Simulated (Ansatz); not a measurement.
W (A15 (β-W type), Pm-3n) under volume change, r²SCAN in the plane-wave PAW code Ansatz, scaled uniformly.

```json
[
 {"V (Å³/atom)": "14.676", "E − E(relaxed) (meV/atom)": "151.0", "P (GPa)": "36.16"},
 {"V (Å³/atom)": "15.160", "E − E(relaxed) (meV/atom)": "63.5", "P (GPa)": "22.18"},
 {"V (Å³/atom)": "15.644", "E − E(relaxed) (meV/atom)": "15.0", "P (GPa)": "10.22"},
 {"V (Å³/atom)": "16.127", "E − E(relaxed) (meV/atom)": "0.0", "P (GPa)": "0.00"},
 {"V (Å³/atom)": "16.611", "E − E(relaxed) (meV/atom)": "13.5", "P (GPa)": "-8.73"},
 {"V (Å³/atom)": "17.095", "E − E(relaxed) (meV/atom)": "51.5", "P (GPa)": "-16.20"},
 {"V (Å³/atom)": "17.579", "E − E(relaxed) (meV/atom)": "110.3", "P (GPa)": "-22.59"}
]
```

Problem. What does a third-order Birch–Murnaghan fit give for V₀, B₀ and B′?

Solution. V₀ = 16.13 Å³/atom, B₀ = 314 GPa, B′ = 4.2.

The workflow started from an entry of the Crystallography Open Database (COD), which files this formula under 6 space groups. It is not the phase usual at ambient conditions (space group No. 229). Symmetry was held in the r²SCAN relaxation; of distortions, only those at the zone centre were tested. No spin polarisation was allowed. Spin–orbit coupling is left out wherever it is not named.

Potentials: the later of the program's two PAW sets.
